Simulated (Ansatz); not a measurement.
The start is a generated cell, Be placed in the simple-cubic structure type. The structure is fully relaxed (lattice and positions, P = 0) with r2SCAN (plane waves to 500 eV, PAW, scalar-relativistic; Ansatz, an electronic-structure program). The first steps use a coarse 15×15×15 k-mesh.

Input geometry:
```
Be
1.0
    2.08977     0.00000     0.00000
    0.00000     2.08977     0.00000
    0.00000     0.00000     2.08977
Be
1
Direct
  0.00000   0.00000   0.00000
```

Initial pressure: +10.5 GPa (positive: the cell is compressed)
Energy released: 0.03 eV/atom
Volume change: +12.3 %, from 9.13 to 10.25 Å³/atom
Shortest distances (start → end): The closest pairs of elements (up to four, under 3.6 Å), start → end: Be–Be 2.09 → 2.17 Å
Band gap at the end: no gap (metallic)
Optimiser moves: 6

Relaxed structure:

```cif
data_Be
_chemical_formula_sum 'Be1'
_space_group_name_H-M_alt 'Pm-3m'
_space_group_IT_number 221
_space_group_name_Hall '-P 4 2 3'
_cell_length_a 2.17203
_cell_length_b 2.17203
_cell_length_c 2.17203
_cell_angle_alpha 90.000
_cell_angle_beta 90.000
_cell_angle_gamma 90.000
loop_
_atom_site_label
_atom_site_type_symbol
_atom_site_symmetry_multiplicity
_atom_site_Wyckoff_symbol
_atom_site_fract_x
_atom_site_fract_y
_atom_site_fract_z
_atom_site_occupancy
Be1 Be 1 a 0.00000 0.00000 0.00000 1
```

Final values are on a 21×21×21 k-mesh of the relaxed cell. No spin polarisation in the result.

The run could not lower the symmetry of its start; a shaken copy of this end point relaxes with r2SCAN to Fm-3m (No. 225), 0.97 eV/atom lower.

The relaxed structure here is a generated cell of Be: the first start was made by placing the elements on the sites of a structure type, and the end was not matched to a known phase here, so it may be hypothetical. Known forms of Be include space group No. 194.
